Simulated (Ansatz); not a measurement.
This Na₂Pd structure is the end of a relaxation. The cell was found from a structure generator's guess, not taken from experiment.

All numbers below come from Ansatz, DFT PBE, scalar-relativistic, plane waves, PAW. Cutoff 420 eV, Γ-centred mesh, Gaussian smearing, no spin polarisation.

```yaml
crystal:
  lattice:
    - [3.13023, 0.00000, 0.00000]
    - [-1.56512, 2.71086, 0.00000]
    - [0.00000, 0.00000, 7.96332]
  atoms:
    - { symbol: Na, position: [0.33333, 0.66667, 0.71328] }
    - { symbol: Na, position: [0.66667, 0.33333, 0.28672] }
    - { symbol: Pd, position: [0.00000, 0.00000, 0.00000] }
```

Formation energies are uncorrected and refer to the elements' standard structures at the same level.

Task: What space group does it have?

Result: P-3m1 (No. 164). Conventional cell: a = 3.130 Å, c = 7.963 Å. Around Na lie 3 Pd at 2.91 Å and 6 Na at 3.13 Å; Pd has 6 Na at 2.91 Å and 6 Pd at 3.13 Å.

Task: What is its formation energy per atom?

Result: +0.04 eV/atom. The separate elements lie lower, so it is unstable against them.

Task: Is it a metal?

Result: Yes, bands cross the Fermi level on the 18×18×6 mesh.

Task: From what recipe could a structure generator have reached it?

Result: One such recipe: ordered superstructure of fcc (P-3m1, No. 164). Other recipes can lead to the same cell.

The last run used an 18×18×6 mesh (in the run's order of axes) for its 3-atom cell and Gaussian smearing of 0.10 eV. Symmetry constrained the relaxation, so the result can be a saddle point.
